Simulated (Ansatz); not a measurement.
Input:

Li3VS4:
```
CELL_PARAMETERS angstrom
      5.74456     0.00000     0.00000
      0.00000     5.74456     0.00000
      0.00000     0.00000     5.74456
ATOMIC_POSITIONS crystal
  Li 0.00000 0.00000 0.50000
  Li 0.50000 0.00000 0.00000
  Li 0.00000 0.50000 0.00000
  V  0.00000 0.00000 0.00000
  S  0.21393 0.21393 0.21393
  S  0.21393 0.78607 0.78607
  S  0.78607 0.78607 0.21393
  S  0.78607 0.21393 0.78607
```

This is the LDA-relaxed structure.

Task: All from DFT-LDA in the program Ansatz with PAW potentials, unless another level is named. Estimate the zero-point energy.

Result: 52.0 meV/atom.

Task: Next, the Hill bulk and shear moduli?

Result: 13.9 and 5.7 GPa.

Task: What about the highest zone-centre frequency (without LO–TO term)?

Result: 540 cm⁻¹.

Space group P-43m. The workflow started from a Materials Project entry (that database holds measured and hypothetical structures alike); the Crystallography Open Database copy checked does not list it. Its standing as an ambient phase is unchecked. Symmetry was held in the LDA relaxation; phonons on a q-mesh show no instability. No spin polarisation was allowed.

Potentials: the later of the program's two PAW sets.
